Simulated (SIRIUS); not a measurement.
A self-consistent single point of Mo (C2/m, 1 atom in the cell; from Materials Project mp-129, changed as shown).

```
CELL_PARAMETERS angstrom
     -1.58381     1.58381     1.58381
      1.58381    -1.58381     1.58381
      1.59965     1.59965    -1.59965
ATOMIC_POSITIONS crystal
  Mo 0.00000 0.00000 0.00000
```

Level of theory: PBE, GBRV PBE ultrasoft pseudopotentials (plane waves; SIRIUS).

SIRIUS settings:

```
key                                                                   value
--------------------------------------  -----------------------------------
parameters.ngridk                                                  10 10 10
parameters.xc_functionals                      [XC_GGA_X_PBE, XC_GGA_C_PBE]
parameters.gk_cutoff                                           6.325 1/bohr
parameters.pw_cutoff                                          14.143 1/bohr
parameters.smearing                                                gaussian
parameters.smearing_width                                     0.00367493 Ha
potentials                              GBRV PBE ultrasoft pseudopotentials
parameters.electronic_structure_method                      pseudopotential
parameters.num_bands                                                     11
parameters.num_mag_dims                                                   0
parameters.num_dft_iter                                                 100
parameters.energy_tol                                              1e-07 Ha
parameters.density_tol                                                1e-06
mixer.type                                                         broyden2
mixer.beta                                                              0.7
mixer.use_hartree                                                     false
```

Results:

```
Property                                                 Result
------------------------------------------------  -------------
Number of valence electrons                                  14
Number of bands                                              11
Number of k-points after the program's reduction            282
Number of plane waves (most at a k-point)                   475
Number of SCF iterations                                     15
FFT grid                                           27 × 27 × 27
Free energy E − TS                                -1895.7835 eV
Fermi level (on the code's own zero)                   20.84 eV
Pressure                                              -4.89 GPa
```

Stress (GPa, positive for compression):
```
-5.20  -0.66   0.32
-0.66  -5.20   0.32
 0.32   0.32  -4.26
```

For comparison: a first run was changed to give this one (lattice vector c scaled by 1.01), and from it to this one the free energy goes up by 4.1 meV/atom and the pressure goes from -2.58 to -4.89 GPa.

The structure comes from a collection of computed structures, made at another level of theory; the collection holds predicted forms beside known ones. No clean gap shows at this smearing width and mesh (spacing up to 0.28 Å⁻¹); the mesh is coarse for partly filled bands, so the values carry mesh errors.

Cost on one core: roughly 19 core-seconds.
